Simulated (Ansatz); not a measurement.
Ag:
```
CELL_PARAMETERS angstrom
      0.00000     2.07401     2.07401
      2.07401     0.00000     2.07401
      2.07401     2.07401     0.00000
ATOMIC_POSITIONS crystal
  Ag 0.00000 0.00000 0.00000
```

Relaxed with PBE. Special points in fractions of this cell's reciprocal vectors: Γ (0.000, 0.000, 0.000); X (0.500, 0.000, 0.500); U (0.625, 0.250, 0.625); K (0.375, 0.375, 0.750); L (0.500, 0.500, 0.500); W (0.500, 0.250, 0.750).

Problem. List the band energies nearest the Fermi level at these points for plane-wave PAW PBE (Ansatz code).

Solution. In eV from the Fermi level; about four levels below and three above (degenerate sets whole), none deeper than 8.9 eV; … stands for higher levels left out; points with the same levels are listed once.

```json
[
 {"k": "Γ", "below": "-4.72 -4.72 -4.72 -3.76 -3.76", "above": "15.70 …"},
 {"k": "X", "below": "-6.11 -3.05 -2.83 -2.83", "above": "1.55 6.31 …"},
 {"k": "U", "below": "-5.43 -4.04 -3.55 -3.09", "above": "4.08 4.99 …"},
 {"k": "L", "below": "-4.74 -4.74 -3.02 -3.02 -0.38", "above": "3.27 …"},
 {"k": "W", "below": "-4.96 -4.96 -3.75 -2.83", "above": "5.69 5.69 …"}
]
```

Space group Fm-3m (fcc (Cu type)). The cell was relaxed with PBE under the symmetry of its start. No spin polarisation was allowed. Scalar-relativistic: spin–orbit coupling is off unless named, which matters more the heavier the elements.

Potentials: the later of the program's two PAW sets.
